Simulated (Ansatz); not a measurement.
The geometry is COD entry 1539263, unchecked; take it as a test cell. It is an old determination, and later ones may differ. The listed cell was then made from it by scaling, straining or moving an atom.

TiPt3: DFT, PBEsol, all-electron PAW with datasets made for the crystal, scalar-relativistic (Ansatz 0.2.0). What sets it apart from a plain run of this crystal: equal xy, yz and zx engineering shear strains of +2 %.

Command: `ansatz run input.yaml --threads 1 --pin off --max-ram 4096MiB --backend cpu --events-out ev --progress --plain --runs-dir out` The run took 40 s on 1 thread of Intel(R) Xeon(R) Platinum 8488C (Sapphire Rapids) (shared host), peak memory 0.96 GiB.

```yaml
crystal:
  lattice:
    - [3.897, 0.03897, 0.03897]
    - [0.03897, 3.897, 0.03897]
    - [0.03897, 0.03897, 3.897]
  atoms:
    - { symbol: Ti, position: [0.0, 0.0, 0.0] }
    - { symbol: Pt, position: [0.0, 0.5, 0.5] }
    - { symbol: Pt, position: [0.5, 0.0, 0.5] }
    - { symbol: Pt, position: [0.5, 0.5, 0.0] }
kpoints:
  mp_grid: { grid: [9, 9, 9] }
scf:
  occupations: { method: fermi_dirac, width: 0.05 }
hamiltonian:
  xc: pbesol
  pseudopotentials: { kind: all_electron, datasets: crystal }
output:
  forces: true
  stress: true
  eigenvalues: true
  efg: { contact_densities: true }
```

Output:

```
hamiltonian.pseudopotentials.datasets: crystal makes datasets for this crystal and solves the spheres of its atoms anew in each pass: cutoff 280.0 eV, the density's 1120.0 eV; for an error of 0.50 meV an atom under PBE, 2.0 meV for the cell; an energy difference from a run of another recipe may be off by several times the error for the cell, under r2SCAN by more, where some 0.1 meV an atom stays at smaller errors; Ti in spheres of 1.360 Å, 4 of its electrons in bands, 8 on its site; Pt in spheres of 1.360 Å, 10 of its electrons in bands, 8 on its site; only band paths and densities of states list, in semicore columns, the levels of the semicore shells that are solved separately: 3s of Ti, 3p of Ti, 5s of Pt, 5p of Pt
band count auto-derived: 25 (N_el = 34.0; filled up to band 17; 21 by the electrons, moments and atoms)
Pt: output.efg is read without spin–orbit coupling, which moves field gradients at and beside such atoms by some per cent and up to a factor of two; PAW files take it under magnetization.noncollinear and magnetization.spin_orbit
Engine: ansatz 0.2.0
Pseudopotentials: kind: all_electron
Pseudopotential: Ti, paw, valence charge 12, recommended cutoff 280 eV (normal), Koelling and Harmon's equation, gaussian nucleus
Pseudopotential: Pt, paw, valence charge 18, recommended cutoff 280 eV (normal), Koelling and Harmon's equation, gaussian nucleus
Functional definition: PBEsol
  exchange = pbesol_x
  correlation = pbesol_c
Crystal: 4 atoms, lattice volume = 59.165 Å³
Basis set: ecut = 280 eV, 631 PW (Γ), exchange–correlation on 48×48×48 points (8 copies of the dense FFT grid, shifted against one another)
Bands: 25, of which v1, the nominal top of the filled ones, is band 17 counted from 1 (16 counted from 0)
Symmetry: 12 space group operations
Space group: R-3m (ITA 166), of the structure as read, at distance tolerance 3.9e-5 Å
k-points: 85 of 729
Non-local potential: Ti, projectors of the file, l = 0: 1, l = 1: 1, l = 2: 2
Non-local potential: Pt, projectors of the file, l = 0: 1, l = 1: 1, l = 2: 2
PAW form: soft (Blöchl's): semilocal exchange-correlation on the pseudo side does not see the compensation charge
PAW one-centre angular grid: Ti, 590 points (default); XC on its mesh's 1947 points in the sphere
PAW one-centre angular grid: Pt, 590 points (default); XC on its mesh's 1813 points in the sphere
Initial density: superposition of atomic densities (neutral atoms: chi_scale 0, normalization atom)
Initial wavefunctions: pseudopotential atomic-orbital guess
Functional: x = pbesol(κ = 0.804, μ = 0.12345679012345678), c = pbesol(β = 0.046)
iter 1 solved again at ethr=6.45e-2 eV; its pass at ethr=1.00e-1 eV (dr2=2.19e1 eV) is discarded
SCF iter   1: F=—  HF=-1525668.483324 eV  |F-HF|=—  |Δ(HF+E_count)|=         —  Δρ=1.64e-1  dr2=2.23e1  ethr=6.45e-2  ⟨swp⟩=2.0  Hψ=11487  notcnv=0
preconditioner: auto → Kerker (q_TF=auto, 2.488 Å⁻¹)  [metal: Δε(μ)=0.007 eV  Ē_g=6.579 eV  σ=0.050 eV  W_gap=0.04  n_scr=18 (ndim 8)  ℏωp=28.1 eV  f_vac=0.000  D(μ)=5.54/eV (n_scr^D=80)]
SCF iter   2: F=—  HF=-1525666.442072 eV  |F-HF|=—  |Δ(HF+E_count)|=    2.04e0  Δρ=7.48e-2  dr2=3.96e0  ethr=6.45e-2  ⟨swp⟩=2.1  Hψ=4259  notcnv=0
SCF iter   3: F=—  HF=-1525665.651013 eV  |F-HF|=—  |Δ(HF+E_count)|=   7.91e-1  Δρ=2.87e-2  dr2=5.04e-1  ethr=1.16e-2  ⟨swp⟩=3.0  Hψ=4884  notcnv=0
iter 4 solved again at ethr=3.13e-5 eV; its pass at ethr=1.48e-3 eV (dr2=1.06e-2 eV) is discarded
SCF iter   4: F=—  HF=-1525665.478214 eV  |F-HF|=—  |Δ(HF+E_count)|=   1.73e-1  Δρ=5.48e-3  dr2=1.07e-2  ethr=3.13e-5  ⟨swp⟩=2.2  Hψ=10359  notcnv=0
SCF iter   5: F=—  HF=-1525665.540787 eV  |F-HF|=—  |Δ(HF+E_count)|=   6.26e-2  Δρ=1.53e-2  dr2=2.37e-1  ethr=3.13e-5  ⟨swp⟩=3.7  Hψ=6191  notcnv=0  recentre
SCF iter   6: F=—  HF=-1525665.523580 eV  |F-HF|=—  |Δ(HF+E_count)|=   1.72e-2  Δρ=2.00e-3  dr2=3.77e-3  ethr=3.13e-5  ⟨swp⟩=3.7  Hψ=5865  notcnv=0
SCF iter   7: F=—  HF=-1525665.526375 eV  |F-HF|=—  |Δ(HF+E_count)|=   2.79e-3  Δρ=3.97e-4  dr2=8.25e-5  ethr=1.11e-5  ⟨swp⟩=2.1  Hψ=4607  notcnv=0
SCF iter   8: F=—  HF=-1525665.526379 eV  |F-HF|=—  |Δ(HF+E_count)|=   3.90e-6  Δρ=3.19e-4  dr2=1.01e-4  ethr=2.43e-7  ⟨swp⟩=3.0  Hψ=3926  notcnv=0
SCF iter   9: F=—  HF=-1525665.526372 eV  |F-HF|=—  |Δ(HF+E_count)|=   6.67e-6  Δρ=3.05e-5  dr2=9.40e-7  ethr=2.43e-7  ⟨swp⟩=2.0  Hψ=3680  notcnv=0
SCF iter  10: F=—  HF=-1525665.526372 eV  |F-HF|=—  |Δ(HF+E_count)|=   8.15e-9  Δρ=1.39e-5  dr2=1.85e-7  ethr=2.76e-9  ⟨swp⟩=3.2  Hψ=4480  notcnv=0
SCF iter  11: F=-1525665.526372 eV  HF=-1525665.526372 eV  |F-HF|=2.49e-8  |Δ(HF+E_count)|=   2.56e-9  Δρ=5.20e-6  dr2=2.76e-8  ethr=5.44e-10  ⟨swp⟩=2.7  Hψ=3782  notcnv=0
SCF 1 converged in 11 iterations: F = -1525665.526389 eV  dr2 = 2.76e-8
  Residual-converged pass: ⟨swp⟩=3.2  Hψ=4713  notcnv=0  max |occ|·‖R‖ = 6.5e-6 eV (tolerance 6.7e-6 eV)  dr2=2.86e-8  dr2_onsite=6.72e-9  max |Δocc| = 5.9e-10
  greatest PAW one-centre occupation: 0.809 electrons in one spin orbital (limit 2), on the Pt atom at site 2 (counted from 0), in its partial waves of l = 2
SCF converged after 11 iterations
Free energy (F): -1525665.526389 eV
Harris-Foulkes:  -1525665.526389 eV  (|F-HF|=2.49e-8)
Internal energy: -1525665.514124 eV  (E = F + TS)
E sigma→0 (E₀):  -1525665.520256 eV
Entropy (-TS):   -0.012265 eV (-3.066 meV/atom)
Past the cutoff: the bands carry plane waves up to 1.75 times it, of which those up to 1.5 times it add -0.000424 eV an atom, each by itself; the spheres take 0.000301 eV an atom off the energy for waves past 1.75 times it
By the cutoff:   a pressure is off by up to 0.009 GPa (1.2 times the spheres' own share and the shells' term, over an atom's volume, and 0.004 GPa: a bound that held against runs at twice the plane waves)
Past the cutoffs: a stress includes 0.0025 GPa for waves and charges beyond them, in addition to the slope of what the spheres take
In the spheres:  the bands' charges fall short by 3.4e-7 e at most (sound up to 1e-3), those of shells solved beside the bands by 2.9e-6 e (sound up to 5e-4)
Fermi energy:    26.768612 eV
--- Per-component energies (eV) ---
  The terms above E_closure are by the made datasets' own strengths, without shells solved beside the bands.
--- Forces (eV/Å), atoms counted from 1 ---
  atom   1  Ti     0.00000000     0.00000000     0.00000000
  atom   2  Pt     0.00000000     0.00000000    -0.00000000
  atom   3  Pt    -0.00000000    -0.00000000     0.00000000
  atom   4  Pt    -0.00000000     0.00000000     0.00000000
  max |Σ_I F_I| component: 7.89e-30 eV/Å
--- Stress (GPa, compression-positive) ---
        0.899079      -3.119170      -3.119170
       -3.119170       0.899079      -3.119170
       -3.119170      -3.119170       0.899079
  P = ⅓ Tr σ = 0.8991 GPa (8.991 kbar)
  It holds what live shells' own plane waves past their cutoff add
--- PAW observables at the nuclei: V_zz in 10²¹ V/m², potentials from the cell's mean, atoms counted from 1 ---
  atom   1  Ti V_zz =    +0.784654   η = 0.0000   by run symmetry: allowed
            electrostatic potential = -2541.149433 V   contact ρ = 56689.885500 e/Å³
  atom   2  Pt V_zz =    -8.607436   η = 0.0548   by run symmetry: allowed
            electrostatic potential = -16123.739572 V   contact ρ = 12062265.334078 e/Å³
  atom   3  Pt V_zz =    -8.607436   η = 0.0548   by run symmetry: allowed
            electrostatic potential = -16123.739573 V   contact ρ = 12062265.334093 e/Å³
  atom   4  Pt V_zz =    -8.607436   η = 0.0548   by run symmetry: allowed
            electrostatic potential = -16123.739573 V   contact ρ = 12062265.334090 e/Å³
--- Band table (eV; the first three rows and the last of 85) ---
  k-point 0: bands = ["16.4641", "19.2855", "19.6567", "19.6567", "19.9262", "19.9848", "19.9848", "22.8767", "23.2316", "23.2316", "25.0826", "25.0826", "26.2235", "26.8029", "26.8029", "26.8364", "28.1785", "28.1785", "28.2785", "28.3093", "28.3093", "28.8329"]
  k-point 1: bands = ["16.6292", "19.3902", "19.7169", "19.7946", "20.0078", "20.0650", "20.0874", "22.8714", "23.1886", "23.2803", "24.9383", "25.1028", "26.0157", "26.0913", "26.1700", "26.8120", "27.3842", "28.0181", "28.0262", "28.1367", "28.2281", "28.8290"]
  k-point 2: bands = ["17.1062", "19.6727", "19.8723", "20.1885", "20.1947", "20.3499", "20.3919", "22.7052", "23.2065", "23.3858", "24.5323", "24.9630", "24.9643", "25.1403", "25.6634", "25.8555", "26.8093", "27.5115", "27.5726", "27.9109", "27.9127", "28.8159"]
  k-point 84: bands = ["19.2155", "19.3055", "19.3844", "19.7666", "22.0965", "22.1902", "22.4284", "22.8621", "23.0602", "23.2377", "23.6994", "23.7165", "25.0710", "25.2822", "25.3616", "25.8637", "26.2574", "26.7519", "27.0181", "27.8147", "28.0174", "28.3466"]
```
